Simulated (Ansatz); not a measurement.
AlCr2C:
Space group P6₃/mmc (No. 194); a = 2.791 Å, b = 2.791 Å, c = 12.473 Å, α = 90.00°, β = 90.00°, γ = 120.00°

```csv
atom,site,symmetry,x,y,z
Al,2d,-6m2,0.6667,0.3333,0.2500
Cr,4f,3m.,0.3333,0.6667,0.0846
C,2a,-3m.,0.0000,0.0000,0.0000
```

Relaxed at zero pressure with LDA in the plane-wave PAW code Ansatz.

**Question.** The volume is lowered by 6 % and shape and atoms relax at that volume. What pressure results, and how do the axes share the change?

**Answer.** 15.1 GPa; a -2.1 %, b -2.1 %, c -1.9 %; the energy rises by 28 meV/atom.

**Question.** Give the new structure.

**Answer.** 
Space group P6₃/mmc (No. 194); a = b = 2.732 Å, c = 12.240 Å, α = β = 90.00°, γ = 120.00°

```tsv
atom	site	symmetry	x	y	z
Al	2d	-6m2	0.6667	0.3333	0.2500
Cr	4f	3m.	0.3333	0.6667	0.0869
C	2a	-3m.	0.0000	0.0000	0.0000
```

The phase is kept; no other phase was compared at this pressure.

Space group P6_3/mmc. Symmetry was held in the LDA relaxation; of distortions, only those at the zone centre were tested. The run is not spin-polarised.

Potentials: the later of the program's two PAW sets.
